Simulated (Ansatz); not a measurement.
Al₃GaAs₄ in space group P-4m2 (No. 115; Pearson symbol tP8), a = b = 4.0124 Å, c = 11.3298 Å, α = β = γ = 90.00°.

Relaxed with PBEsol. Plane-wave PAW PBEsol (Ansatz code) gives a gap of 1.33 eV.

Question: What gap does HSE06 give on the same cell (Ansatz, PAW)?

Answer: 2.07 eV, 0.74 eV more. The hybrid was solved on a coarser mesh and at special points; the gap given is the minimum over both.

Cost on shared cores: the PBEsol run (SCF on a 7×7×3 mesh, then bands and DOS) around 6 core-minutes (rough), the HSE06 run (SCF on 4×4×2, then a few points) roughly 4 core-minutes; the tasks are unlike.

The start of the workflow was typed in or built on a structure type; neither database checked (COD, Materials Project) lists it. Whether it is the stable phase at ambient conditions was not checked. The cell was relaxed with PBEsol under the symmetry of its start; whether a distortion lowers the energy is not shown. Scalar-relativistic: spin–orbit coupling is off unless named, which matters more the heavier the elements.

Potentials: the earlier of the program's two PAW sets. The files were generated under PBE; for other functionals the program regenerates the frozen cores, and for LDA and PBEsol the local potential too.
